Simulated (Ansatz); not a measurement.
LiAl₃ (Cu3Au type, space group No. 221) at seven volumes, the program Ansatz at the LDA level (PAW), scaled uniformly. One row is withheld.

| V (Å³/atom) | P (GPa) |
|---|---|
| 14.171 | 8.04 |
| 14.638 | 4.94 |
| 15.106 | 2.27 |
| 15.573 | -0.01 |
| 16.040 | ? |
| 16.507 | -3.60 |
| 16.974 | -4.98 |

Problem. Fit the shown pressures and predict the withheld one.

Solution. P = (3/2)B₀(x^(7/2) − x^(5/2))[1 + (3/4)(B′ − 4)(x − 1)] with x = (V₀/V)^(2/3). Least squares on the six rows gives V₀ = 15.573 Å³/atom, B₀ = 69.7 GPa, B′ = 4.29. At V = 16.040, x = 0.9805 and P = -1.93 GPa. The run itself gave -1.95 GPa.

Space group Pm-3m (Cu3Au type). The first step of the workflow began from a Materials Project structure, measured or hypothetical; the Crystallography Open Database copy checked does not list it. With Li and Al taken as one species the cell has the higher symmetry Fm-3m, so it may be an ordered model of a mixed-site phase. Its standing as an ambient phase is unchecked. Symmetry was held in the LDA relaxation; of distortions, only those at the zone centre were tested.

Potentials: the later of the program's two PAW sets.
